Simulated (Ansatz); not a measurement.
# From the elastic tensor of FeB2 to moduli and sound speeds

The calculation used DFT LDA, scalar-relativistic, plane waves, PAW in Ansatz. Cutoff 420 eV, 18×18×16 k-points (Γ-centred), Gaussian smearing of 0.20 eV. No spin polarisation.

It takes space group P6/mmm (No. 191, hexagonal). Conventional cell: a = 3.032 Å, b = 3.032 Å, c = 2.563 Å, α = 90.00°, β = 90.00°, γ = 120.00°. Fe (site symmetry 6/mmm) has 12 B at 2.17 Å as nearest neighbours. B (site symmetry -6m2) has 3 B at 1.75 Å as nearest neighbours.

In a metal, frequencies and elastic constants depend on the k mesh and the smearing, soft modes and shear constants most. Spin polarisation was left out, and a magnetic state may lie lower.

Relaxed-ion constants (GPa, on the Cartesian axes of the calculation):
C11 = 621.5, C12 = 244.7, C13 = 255.3, C22 = 621.5, C23 = 255.3, C33 = 366.3, C44 = 154.2, C55 = 154.2, C66 = 188.4 GPa; the others vanish.

Density 6.304 g/cm³; 3 atoms in 20.40 Å³.

The values that follow are for a polycrystal of randomly turned grains, by Hill's mean where one number stands.

With S = C⁻¹: B_V = (C11+C22+C33+2(C12+C13+C23))/9, G_V = (C11+C22+C33−C12−C13−C23+3(C44+C55+C66))/15, 1/B_R = S11+S22+S33+2(S12+S13+S23), 15/G_R = 4(S11+S22+S33−S12−S13−S23)+3(S44+S55+S66); Hill is their mean. Then v_l = √((B+4G/3)/ρ), v_t = √(G/ρ), v_m = [(2/v_t³+1/v_l³)/3]^(−1/3) and Θ = (ħ/k_B)·v_m·(6π²n/V)^(1/3) for n atoms in the volume V; E = 9BG/(3B+G), ν = (3B−2G)/(2(3B+G)) and A^U = 5G_V/G_R + B_V/B_R − 6.

```
Bulk modulus, Voigt / Reuss / Hill          : 346.7 / 323.7 / 335.2 GPa
Shear modulus, Voigt / Reuss / Hill         : 156.3 / 144.1 / 150.2 GPa
Young's modulus                             : 392 GPa
Poisson ratio                               : 0.305
Pugh ratio B/G                              : 2.23 (over 1.75, the rule of thumb for ductile)
Universal anisotropy index                  : 0.50
Longitudinal and transverse sound speeds    : 9216 and 4881 m/s
Debye temperature from the mean sound speed : 857 K
```

Cost: 1 run of about 6.1 core-minutes, on Arm Neoverse V1 (shared hosts).